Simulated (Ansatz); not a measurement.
Input:

TiS₂:
```cif
data_S2Ti
_chemical_formula_sum 'Ti1 S2'
_space_group_name_H-M_alt 'P-3m1'
_space_group_IT_number 164
_space_group_name_Hall '-P 3 2"'
_cell_length_a 3.31473
_cell_length_b 3.31473
_cell_length_c 5.44695
_cell_angle_alpha 90.000
_cell_angle_beta 90.000
_cell_angle_gamma 120.000
loop_
_atom_site_label
_atom_site_type_symbol
_atom_site_symmetry_multiplicity
_atom_site_Wyckoff_symbol
_atom_site_fract_x
_atom_site_fract_y
_atom_site_fract_z
_atom_site_occupancy
Ti1 Ti 1 a 0.00000 0.00000 0.00000 1
S1 S 2 d 0.33333 0.66667 0.26094 1
```

This is the LDA-relaxed structure.

### Question
All from the program Ansatz at the LDA level (PAW), unless another level is named. Estimate the electronic character.

### Answer
metallic (no gap).

### Question
Predict the density of states at the Fermi level.

### Answer
0.20 states/eV per atom (mean over ±0.08 eV).

### Question
Predict the formation energy from the elements (no fitted shifts).

### Answer
-1.39 eV/atom.

Symmetry was held in the LDA relaxation; of distortions, only those at the zone centre were tested. No spin polarisation was allowed. A crystal of weakly bound layers computed without a dispersion correction: the cell and the soft elastic constants depend strongly on that. The references are the lowest solids computed at this level, not always the standard phases.

Potentials: the earlier of the program's two PAW sets.
